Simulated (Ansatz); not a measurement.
MoPt (L1₀ or tetragonal B2) was relaxed and computed twice in Ansatz (plane waves, PAW), once with PBE and once with r²SCAN.

```tsv
	run 1	run 2
cell	a = b = 2.7303 Å, c = 4.1344 Å, α = β = γ = 90.00°	a = 2.711 Å, b = 2.711 Å, c = 4.126 Å, α = 90.00°, β = 90.00°, γ = 90.00°
ΔH_f (eV/atom)	-0.26	-0.27
B₀ by P(V) fit (GPa)	271	291
```

Task: Which run used which functional?

Result: Run 1 is PBE, run 2 is r²SCAN.

Typed or built starts, not in the databases checked: MoPt, L1₀ or tetragonal B2. All cells were relaxed under the symmetry of their starts (and spin orders); stability against distortions was not tested throughout. Rows with no word on spin ran without spin polarisation. Scalar-relativistic: spin–orbit coupling is off unless named, which matters more the heavier the elements.

Potentials: the later of the program's two PAW sets.

Ansatz (a first-principles code) is a plane-wave DFT program.

Formation energies count from the lowest solids of the elements computed at the same level, not from gases.
